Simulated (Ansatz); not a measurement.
Mg2CdSe3: phonons across the zone

These are results of DFT PBE, scalar-relativistic, plane waves, PAW in Ansatz, not measurements. Plane waves to 420 eV; Γ-centred k mesh 6×6×2; fixed occupations. No spin polarisation. Phonons by linear response, acoustic sum rule imposed.

Equilibrium structure at this level:
```
CELL_PARAMETERS angstrom
4.30068 0.00000 0.00000
-2.15034 3.72450 0.00000
0.00000 0.00000 20.87666
ATOMIC_POSITIONS crystal
Mg 0.66667 0.33333 0.16740
Mg 0.66667 0.33333 0.83025
Mg 0.33333 0.66667 0.33025
Mg 0.33333 0.66667 0.66740
Cd 0.66667 0.33333 0.50092
Cd 0.33333 0.66667 0.00092
Se 0.66667 0.33333 0.29195
Se 0.66667 0.33333 0.62941
Se 0.66667 0.33333 0.95507
Se 0.33333 0.66667 0.12941
Se 0.33333 0.66667 0.45507
Se 0.33333 0.66667 0.79195
```

It was reached by relaxing an invented guess, and it needn't be the stable form of this composition. The q mesh is coarse, so values between its points are rough. The run warned that its linear response isn't converged on this k mesh, so dielectric tensors, Born charges and infrared intensities are rough, and the frequencies may be too. Modes under 40 cm⁻¹ are poorly fixed.

Force constants from linear response on a 2×2×1 q mesh.

Path: Γ–M–K–Γ–A–L–H–A | L–M | H–K. Only the points of the 2×2×1 mesh were computed; the rest is interpolation, which is rough on so few points. On the mesh no mode is imaginary. Distance along the path (Å⁻¹), then the branches (cm⁻¹, negative for imaginary; the LO field is included):
```
0.000  0 0 0 24 24 30 30 39 39 51 51 51 51 58 77 111 137 154 162 162 162 172 174 180 253 254 254 254 258 258 258 262 290 291 299 309
0.211  16 19 27 37 37 38 42 42 56 56 60 69 70 72 82 110 134 150 163 163 170 171 173 176 252 252 252 254 257 258 260 267 282 294 297 300
0.422  28 33 34 38 46 50 52 65 66 66 84 88 96 107 114 122 138 148 166 166 166 168 178 180 248 249 250 251 255 255 256 266 277 286 296 297
0.633  35 37 41 49 55 60 61 70 73 74 84 93 119 129 141 144 155 155 163 164 169 169 180 180 246 247 247 248 251 252 252 254 281 285 292 295
0.844  38 39 46 51 59 64 65 70 76 78 84 89 129 138 151 154 157 160 165 167 170 170 179 179 246 246 246 246 249 250 251 251 283 285 290 292
0.965  42 42 44 50 60 66 72 73 79 79 88 92 128 137 150 153 156 159 164 166 171 171 179 179 244 244 247 248 250 251 252 253 281 283 288 290
1.087  42 45 48 53 64 66 80 81 87 88 101 102 128 135 149 151 153 157 162 164 173 173 179 179 242 243 247 249 253 255 256 256 277 278 282 284
1.209  41 44 51 56 68 70 80 81 100 101 112 115 128 132 148 149 150 154 160 161 173 173 180 180 242 242 247 249 256 258 260 261 272 272 276 278
1.331  42 42 54 54 71 72 80 80 105 106 117 120 129 129 148 148 151 151 160 160 173 173 181 181 242 242 248 248 259 259 263 264 270 270 273 274
1.574  39 46 49 57 61 66 78 85 91 92 103 105 120 129 142 144 152 154 161 162 174 174 178 178 243 243 246 249 256 258 261 262 276 277 280 280
1.817  32 41 42 45 45 62 65 66 79 80 82 87 100 112 120 126 141 148 164 166 169 170 178 179 246 246 248 249 255 257 261 267 276 282 292 292
2.061  20 23 30 35 38 40 46 47 59 59 66 70 73 76 86 110 134 149 164 164 170 171 172 177 251 252 252 253 257 258 261 268 280 295 295 299
2.304  0 0 0 24 24 30 30 39 39 51 51 51 51 58 77 111 137 154 162 162 162 172 174 180 253 254 254 254 258 258 258 262 290 291 299 309
2.323  2 2 4 24 24 31 31 39 39 51 51 51 51 57 78 112 137 154 162 162 162 162 180 185 253 253 254 254 258 258 258 258 290 291 309 309
2.361  6 6 13 22 22 32 32 38 38 51 51 51 51 52 82 110 139 153 162 162 162 162 181 184 253 253 253 253 258 258 258 258 290 291 309 309
2.398  9 9 19 19 21 34 34 38 38 45 51 51 51 51 88 105 142 151 162 162 162 162 182 184 253 253 253 253 258 258 258 258 290 290 309 309
2.436  13 13 16 16 30 35 35 37 37 38 51 51 51 51 94 100 145 148 162 162 162 162 182 183 253 253 253 253 258 258 258 258 290 290 309 309
2.560  16 16 19 19 35 35 37 37 44 44 52 52 57 57 96 96 145 145 162 162 166 166 179 179 253 253 254 254 258 258 260 260 291 291 304 304
2.771  26 26 26 26 45 45 54 54 60 60 77 77 86 86 105 105 141 141 165 165 170 170 176 176 251 251 252 252 256 256 263 263 284 284 298 298
2.982  34 34 40 40 56 56 59 59 70 70 90 90 114 114 132 132 149 149 165 165 168 168 180 180 248 248 248 248 254 254 256 256 282 282 295 295
3.193  38 38 47 47 63 63 63 63 76 76 88 88 130 130 151 151 157 157 165 165 170 170 179 179 246 246 246 246 250 250 251 251 283 283 292 292
3.359  39 39 48 48 64 64 67 67 78 78 88 88 133 133 153 153 157 157 166 166 171 171 179 179 245 245 247 247 249 249 251 251 283 283 290 290
3.481  43 43 48 48 64 64 78 78 82 82 95 95 132 132 152 152 155 155 164 164 172 172 179 179 243 243 248 248 252 252 254 254 280 280 287 287
3.603  42 42 54 54 67 67 80 80 94 94 108 108 130 130 150 150 153 153 162 162 173 173 180 180 242 242 248 248 256 256 258 258 275 275 280 280
3.725  41 41 56 56 71 71 79 79 104 104 117 117 129 129 148 148 151 151 160 160 173 173 181 181 242 242 248 248 258 258 263 263 270 270 274 274
3.907  41 41 55 55 69 69 80 80 101 101 114 114 128 128 147 147 152 152 161 161 173 173 180 180 242 242 248 248 258 258 262 262 273 273 275 275
4.151  41 41 50 50 56 56 78 78 86 86 92 92 117 117 135 135 150 150 163 163 173 173 178 178 244 244 247 247 256 256 263 263 278 278 287 287
4.394  28 28 34 34 51 51 55 55 68 68 80 80 90 90 110 110 141 141 166 166 169 169 177 177 249 249 251 251 256 256 265 265 282 282 296 296
4.638  17 17 19 19 36 36 38 38 46 46 53 53 59 59 96 96 145 145 162 162 166 166 178 178 253 253 254 254 258 258 260 260 291 291 303 303
4.759  38 38 48 48 64 64 64 64 77 77 87 87 133 133 154 154 157 157 166 166 170 170 179 179 246 246 246 246 249 249 251 251 284 284 291 291
4.797  38 39 47 49 62 64 65 66 77 77 86 88 131 135 153 154 157 158 166 166 170 170 179 179 246 246 246 246 249 249 251 251 283 284 291 292
4.835  38 39 46 50 60 64 65 68 76 77 85 89 130 136 152 154 157 159 165 166 170 170 179 179 246 246 246 246 249 250 251 251 283 284 290 292
4.872  38 39 46 51 59 64 65 69 76 78 84 89 129 137 151 154 157 160 165 167 170 170 179 179 246 246 246 246 249 250 251 251 283 285 290 292
4.910  38 39 46 51 59 64 65 70 76 78 84 89 129 138 151 154 157 160 165 167 170 170 179 179 246 246 246 246 249 250 251 251 283 285 290 292
4.929  41 41 56 56 71 72 79 79 105 106 118 119 129 129 149 149 150 150 160 160 173 173 181 181 242 242 249 249 258 258 264 264 270 270 274 274
4.966  41 41 55 55 71 72 80 80 105 106 118 119 129 129 148 148 151 151 160 160 173 173 181 181 242 242 248 248 259 259 264 264 270 270 273 274
5.004  42 42 55 55 71 72 80 80 105 106 117 120 129 129 148 148 151 151 160 160 173 173 181 181 242 242 248 248 259 259 264 264 270 270 273 274
5.042  42 42 54 54 71 72 80 80 105 106 117 120 129 129 148 148 151 151 160 160 173 173 181 181 242 242 248 248 259 259 263 264 270 270 273 274
```
